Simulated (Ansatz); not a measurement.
Ansatz run, SrMnP

The input, for Ansatz 0.2.0 (plane waves, PAW):

```yaml
crystal:
  lattice:
    - [4.387673, 0.0, 0.0]
    - [0.0, 4.387673, 0.0]
    - [0.0, 0.0, 7.498932]
  atoms:
    - { symbol: Mn, position: [0.0, 0.0, 0.0] }
    - { symbol: Mn, position: [0.5, 0.5, 0.0] }
    - { symbol: Sr, position: [0.5, 0.0, 0.6665] }
    - { symbol: Sr, position: [0.0, 0.5, 0.3335] }
    - { symbol: P, position: [0.5, 0.0, 0.2056] }
    - { symbol: P, position: [0.0, 0.5, 0.7944] }
  symmetry: { tolerance: 0.0003 }
kpoints:
  mp_grid: { grid: [8, 8, 5], shift: [0, 0, 0] }
  band_path:
    path:
      - [0.0, 0.0, 0.0]
      - [0.0, 0.5, 0.0]
      - [0.5, 0.5, 0.0]
      - [0.0, 0.0, 0.0]
      - [0.0, 0.0, 0.5]
      - [0.0, 0.5, 0.5]
      - [0.5, 0.5, 0.5]
      - [0.0, 0.0, 0.5]
      - [0.0, 0.5, 0.0]
      - [0.0, 0.5, 0.5]
      - [0.5, 0.5, 0.0]
    npoints: 6
magnetization:
  spin_polarized: false
scf:
  occupations: { method: gaussian, width: 0.0351 }
  lower_state_search: "off"
  max_iter: 200
hamiltonian:
  pseudopotentials: { kind: paw }
  xc: pbesol
basis:
  ecutwfc: 420
  fft_grid_basis: typed
output:
  forces: true
  stress: true
  eigenvalues: true
  bader: true
  populations: true
  elf: true
  write_potential: true
  volumetric_format: npy
  dos:
    e_range: [-12, 8]
    de: 0.05
    projected: { site_lists: { Mn: [Mn], P: [P], Sr: [Sr] } }
checkpoint:
  read: saved_state
```

The saved state is an earlier solution for the same cell, perhaps on another mesh. 

Parts of the output:

```
Pseudopotentials: kind: paw
Pseudopotential: Mn, paw, valence charge 15, recommended cutoff 420 eV (normal), Mn.paw.azcp
Pseudopotential: Sr, paw, valence charge 10, recommended cutoff 420 eV (normal), Sr.paw.azcp
Pseudopotential: P, paw, valence charge 5, recommended cutoff 420 eV (normal), P.paw.azcp
Functional definition: PBEsol
  exchange = pbesol_x
  correlation = pbesol_c
Crystal: 6 atoms, lattice volume = 144.367 Å³
Basis set: ecut = 420 eV, 2865 PW (Γ), exchange–correlation on 60×60×108 points (8 copies of the dense FFT grid, shifted against one another)
Bands: 36, of which v1, the nominal top of the filled ones, is band 30 counted from 1 (29 counted from 0)
Symmetry: 16 space group operations
Space group: P4/nmm (ITA 129), of the structure as read, at distance tolerance 1.6e-3 Å
k-points: 45 of 320
Initial density: read from a saved state, or passed on in memory by an earlier SCF of this step, an earlier step, the calling program or the single point that the run made first
Functional: x = pbesol(κ = 0.804, μ = 0.1235), c = pbesol(β = 0.046)
SCF iter   1: F=—  Δρ=3.73e-3  dr2=8.71e-3
SCF iter   2: F=—  Δρ=1.69e-3  dr2=1.51e-3
SCF iter   3: F=—  Δρ=6.99e-4  dr2=3.91e-4
SCF iter   4: F=—  Δρ=2.75e-4  dr2=8.74e-5
SCF iter   5: F=—  Δρ=5.05e-5  dr2=5.55e-6
SCF iter   6: F=—  Δρ=1.22e-5  dr2=3.22e-7
SCF iter   7: F=-16202.1065 eV  Δρ=2.88e-6  dr2=1.46e-8
Free energy (F): -16202.1065 eV
Harris-Foulkes:  -16202.1065 eV  (|F-HF|=5.04e-9)
Internal energy: -16202.0954 eV  (E = F + TS)
E sigma→0 (E₀):  -16202.1009 eV
Entropy (-TS):   -0.0111 eV (-1.844 meV/atom)
Fermi energy:    8.8087 eV
--- Per-component energies (eV) ---
  E_band       = -793.1815
  E_kinetic    = 1229.3412
  E_local      = -7687.7887  (includes V_loc(G=0)·N_el)
  E_nonlocal   = 962.5600
  E_hartree    = 3064.0973
  E_xc         = -683.4734
  E_vxc        = -724.7105  (∫ρ·V_xc dr)
  E_paw        = -8940.7049  (= ΣΔE_a)
  E_vpaw       = -700.7797  (= ΣTr[D̂ρ^β])
  E_aug_tail   =  0.0000  (compensation charges beyond the density's cutoff)
  E_ewald      = -4146.8272
  E_core_change = 0.7002  (= ΣΔE_core)
  E_smearing   = -0.0111  (= −TS)
--- Forces (eV/Å), atoms counted from 1 ---
  atom   1  Mn     0.0000     0.0000     0.0000
  atom   2  Mn     0.0000     0.0000     0.0000
  atom   3  Sr     0.0000     0.0000     0.8455
  atom   4  Sr     0.0000     0.0000    -0.8455
  atom   5  P      0.0000     0.0000    -2.3858
  atom   6  P      0.0000     0.0000     2.3858
--- Stress (GPa, compression-positive) ---
      -17.7764       0.0000       0.0000
        0.0000     -17.7764       0.0000
        0.0000       0.0000     -14.6431
  P = ⅓ Tr σ = -16.7320 GPa (-167.320 kbar)
--- Löwdin populations: 6 sites ---
  site symbol       q [e]
     0     Mn     14.7206
     1     Mn     14.7206
     2     Sr      8.6018
     3     Sr      8.6018
     4      P      5.9961
     5      P      5.9961
  spilling = 0.0227 (of n_electrons = 60.0000)
--- Bader charges: 6 sites ---
  site symbol  charge [e]  shift [e]
     0     Mn      0.2518     0.0007
     1     Mn      0.2518     0.0007
     2     Sr      1.2222     0.0000
     3     Sr      1.2222     0.0000
     4      P     -1.4739     0.0007
     5      P     -1.4739     0.0007
```

Origin: a known structure type with other elements, at an estimated volume, so it need not be a known compound. Caveats: no spin polarisation, so a magnetic state may lie lower; atoms or cell far from equilibrium.
